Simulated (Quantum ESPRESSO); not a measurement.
Al2SiZnO6, input and log of a self-consistent run

A calculation, not a measurement. The program is pw.x of Quantum ESPRESSO 7.5 (plane-wave density functional theory). The cell is made up: 10 atoms on a corundum lattice, with randomly drawn elements, strain and displacements, not relaxed. PseudoDojo standard norm-conserving files (v0.5 for PBE, v0.4.1 for LDA and PBEsol) set the functional; there is no spin polarisation, spin-orbit coupling or dispersion term, and the masses in the input are unused placeholders.

Input:

```
&control calculation='scf', pseudo_dir='./dojo.nc.sr.pbe.v0_5.standard.upf', outdir='./o', disk_io='medium', tprnfor=.true., tstress=.true. /
&system ibrav=0, nat=10, ntyp=4, nbnd=39, ecutwfc=84.00895049, nosym=.true., tot_charge=0,
 occupations='smearing', smearing='fd', degauss=0.0018374661
/
&electrons conv_thr=7.350e-09, electron_maxstep=60, /
ATOMIC_SPECIES
Al 1.0 Al.upf
O 1.0 O.upf
Si 1.0 Si.upf
Zn 1.0 Zn.upf
CELL_PARAMETERS angstrom
2.4026 1.4374 4.3727
-2.3866 1.3787 4.3825
-0.0428 -2.7775 4.3653
ATOMIC_POSITIONS angstrom
Al 0.0036 0.0699 4.6183
Si 0.0092 0.0474 1.901
Al -0.0888 0.0072 8.498
Zn -0.0074 0.1254 11.2118
O -0.9458 1.3475 7.6159
O -0.7547 -1.4527 7.6492
O 1.6454 0.0896 7.5989
O 0.8739 -1.3933 5.4688
O 0.7789 1.6102 5.4516
O -1.6912 -0.1483 5.5103
K_POINTS automatic
6 6 6 1 1 1
```

The log is shortened where brackets say so; the opening notice, blank lines, dates and the lines on written files are dropped, and the path of the files is cut. It prints rydbergs, bohrs and kilobars, and counts compression as positive stress. With no partly filled state, the Fermi energy that it prints is only some level between the filled and the empty states on the mesh, and need not lie in the true gap.

```
     Program PWSCF v.7.5
     Parallel version (MPI & OpenMP), running on       1 processor cores
     Number of MPI processes:                 1
     Threads/MPI process:                     1
     [start-up lines left out]
     bravais-lattice index     =            0
     lattice parameter (alat)  =       9.8119  a.u.
     unit-cell volume          =     591.5221 (a.u.)^3
     number of atoms/cell      =           10
     number of atomic types    =            4
     number of electrons       =        66.00
     number of Kohn-Sham states=           39
     kinetic-energy cutoff     =      84.0090  Ry
     charge density cutoff     =     336.0358  Ry
     scf convergence threshold =      7.3E-09
     mixing beta               =       0.7000
     number of iterations used =            8  plain     mixing
     Exchange-correlation= PBE
                           (   1   4   3   4   0   0   0)
     [axes and pseudopotential details left out]
   Cartesian axes
     site n.     atom                  positions (alat units)
         1        Al     tau(   1) = (   0.0006933   0.0134625   0.8894660  )
         2        Si     tau(   2) = (   0.0017719   0.0091290   0.3661250  )
         3        Al     tau(   3) = (  -0.0171025   0.0013867   1.6366806  )
         4        Zn     tau(   4) = (  -0.0014252   0.0241515   2.1593476  )
         5        O      tau(   5) = (  -0.1821573   0.2595231   1.4667917  )
         6        O      tau(   6) = (  -0.1453522  -0.2797842   1.4732052  )
         7        O      tau(   7) = (   0.3168974   0.0172566   1.4635176  )
         8        O      tau(   8) = (   0.1683096  -0.2683440   1.0532689  )
         9        O      tau(   9) = (   0.1500130   0.3101180   1.0499562  )
        10        O      tau(  10) = (  -0.3257183  -0.0285620   1.0612616  )
     number of k points=   108  Fermi-Dirac smearing, width (Ry)=  0.0018
     Number of k-points >= 100: set verbosity='high' to print them.
     Dense  grid:    61611 G-vectors     FFT dimensions: (  60,  60,  60)
     Estimated max dynamical RAM per process >      92.83 MB
     Initial potential from superposition of free atoms
     starting charge      65.9943, renormalised to      66.0000
     Starting wfcs are   46 randomized atomic wfcs
     total cpu time spent up to now is       21.0 secs
     per-process dynamical memory:    61.1 Mb
     Self-consistent Calculation
     iteration #  1     ecut=    84.01 Ry     beta= 0.70
     Davidson diagonalization with overlap
     ethr =  1.00E-02,  avg # of iterations =  3.0
     total cpu time spent up to now is       83.4 secs
     total energy              =    -634.10706692 Ry
     estimated scf accuracy    <       2.00701955 Ry
     iteration #  2     ecut=    84.01 Ry     beta= 0.70
     Davidson diagonalization with overlap
     ethr =  3.04E-03,  avg # of iterations =  2.1
     total cpu time spent up to now is      151.0 secs
     total energy              =    -634.71217701 Ry
     estimated scf accuracy    <       1.42099165 Ry
     iteration #  3     ecut=    84.01 Ry     beta= 0.70
     Davidson diagonalization with overlap
     ethr =  2.15E-03,  avg # of iterations =  2.0
     total cpu time spent up to now is      214.9 secs
     total energy              =    -634.95904355 Ry
     estimated scf accuracy    <       0.01374856 Ry
     iteration #  4     ecut=    84.01 Ry     beta= 0.70
     Davidson diagonalization with overlap
     ethr =  2.08E-05,  avg # of iterations =  9.1
     total cpu time spent up to now is      324.1 secs
     total energy              =    -634.96495147 Ry
     estimated scf accuracy    <       0.00919932 Ry
     iteration #  5     ecut=    84.01 Ry     beta= 0.70
     Davidson diagonalization with overlap
     ethr =  1.39E-05,  avg # of iterations =  2.0
     total cpu time spent up to now is      382.2 secs
     total energy              =    -634.96594879 Ry
     estimated scf accuracy    <       0.00172777 Ry
     iteration #  6     ecut=    84.01 Ry     beta= 0.70
     Davidson diagonalization with overlap
     ethr =  2.62E-06,  avg # of iterations =  3.0
     total cpu time spent up to now is      443.1 secs
     total energy              =    -634.96605155 Ry
     estimated scf accuracy    <       0.00023664 Ry
     iteration #  7     ecut=    84.01 Ry     beta= 0.70
     Davidson diagonalization with overlap
     ethr =  3.59E-07,  avg # of iterations =  2.0
     total cpu time spent up to now is      502.3 secs
     total energy              =    -634.96609886 Ry
     estimated scf accuracy    <       0.00000671 Ry
     iteration #  8     ecut=    84.01 Ry     beta= 0.70
     Davidson diagonalization with overlap
     ethr =  1.02E-08,  avg # of iterations =  3.4
     total cpu time spent up to now is      566.6 secs
     total energy              =    -634.96610250 Ry
     estimated scf accuracy    <       0.00000180 Ry
     iteration #  9     ecut=    84.01 Ry     beta= 0.70
     Davidson diagonalization with overlap
     ethr =  2.73E-09,  avg # of iterations =  2.0
     total cpu time spent up to now is      620.7 secs
     total energy              =    -634.96610261 Ry
     estimated scf accuracy    <       0.00000035 Ry
     iteration # 10     ecut=    84.01 Ry     beta= 0.70
     Davidson diagonalization with overlap
     ethr =  5.29E-10,  avg # of iterations =  2.0
     total cpu time spent up to now is      680.1 secs
     total energy              =    -634.96610267 Ry
     estimated scf accuracy    <       0.00000002 Ry
     iteration # 11     ecut=    84.01 Ry     beta= 0.70
     Davidson diagonalization with overlap
     ethr =  2.94E-11,  avg # of iterations =  2.6
     total cpu time spent up to now is      736.6 secs
     End of self-consistent calculation
     Number of k-points >= 100: set verbosity='high' to print the bands.
     the Fermi energy is    11.7512 ev
!    total energy              =    -634.96610267 Ry
     estimated scf accuracy    <          3.0E-09 Ry
     smearing contrib. (-TS)   =       0.00000000 Ry
     internal energy E=F+TS    =    -634.96610267 Ry
     The total energy is F=E-TS. E is the sum of the following terms:
     one-electron contribution =    -421.66830017 Ry
     hartree contribution      =     252.42273611 Ry
     xc contribution           =    -103.85245338 Ry
     ewald contribution        =    -361.86808523 Ry
     convergence has been achieved in  11 iterations
     Forces acting on atoms (cartesian axes, Ry/au):
     atom    1 type  1   force =    -0.02368326   -0.02444944   -0.02168438
     atom    2 type  3   force =     0.00012264   -0.02545668    0.04351900
     atom    3 type  1   force =     0.06458332    0.01773679   -0.01619805
     atom    4 type  4   force =     0.00229551   -0.13993542    0.01512505
     atom    5 type  2   force =    -0.08085556   -0.02920739    0.00778132
     atom    6 type  2   force =     0.12227712   -0.08510362    0.02702721
     atom    7 type  2   force =    -0.10459470    0.25519038    0.09735050
     atom    8 type  2   force =    -0.08875843   -0.03800052   -0.04000924
     atom    9 type  2   force =     0.07828705   -0.09099578   -0.02277890
     atom   10 type  2   force =     0.03032631    0.16022167   -0.09013251
     Total force =     0.453007     Total SCF correction =     0.000099
     Computing stress (Cartesian axis) and pressure
          total   stress  (Ry/bohr**3)                   (kbar)     P=       84.19
   0.00055815  -0.00047189  -0.00004239           82.11      -69.42       -6.24
  -0.00047189   0.00074340   0.00019137          -69.42      109.36       28.15
  -0.00004239   0.00019137   0.00041529           -6.24       28.15       61.09
     init_run     :     17.05s CPU     20.93s WALL (       1 calls)
     electrons    :    686.29s CPU    715.58s WALL (       1 calls)
     forces       :      7.96s CPU      8.07s WALL (       1 calls)
     stress       :     37.26s CPU     37.38s WALL (       1 calls)
     [timing details left out]
     PWSCF        :  12m28.99s CPU  13m 4.09s WALL
     JOB DONE.
```

In other units: free energy -8639.154 eV for the cell, pressure 8.42 GPa, largest force component 6.561 eV/Å. A rerun of this cell at a cutoff of 1437 eV and k mesh 8 x 8 x 8 moved values by no more than 0.003 eV in energy, 0.04 GPa in stress and 0.002 eV/Å in force.